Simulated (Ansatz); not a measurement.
**Question.** Each is relaxed and computed with DFT-PBEsol in the program Ansatz with PAW potentials. Which is the only metal?
A. MgO, CsCl type
B. TiP, CsCl type
C. CaTiO3, Pnma (Ca on 4c, Ti on 4b, O on 4c, O on 8d)
D. AlP, P6_222 (Al on 3d, P on 3c)

**Answer.** B, TiP, CsCl type. TiP: metal; AlP: gap 0.84 eV (indirect); MgO: gap 2.47 eV (indirect); CaTiO3: gap 2.43 eV (direct). Constructed cells (a structure type filled with these elements, in neither database checked): TiP, CsCl type. Typed or built starts, not in the databases checked: AlP, P6_222 (Al on 3d, P on 3c). Not the usual ambient phase: AlP, P6_222 (Al on 3d, P on 3c); MgO, CsCl type. Standing as an ambient phase not checked: CaTiO3, Pnma (Ca on 4c, Ti on 4b, O on 4c, O on 8d). Unstable at this level: TiP, CsCl type; MgO, CsCl type. All cells were relaxed under the symmetry of their starts (and spin orders); stability against distortions was not tested throughout. Named crystals with no word on spin ran without spin polarisation.

Potentials: the earlier of the program's two PAW sets. The files were generated under PBE; for other functionals the program regenerates the frozen cores, and for LDA and PBEsol the local potential too.
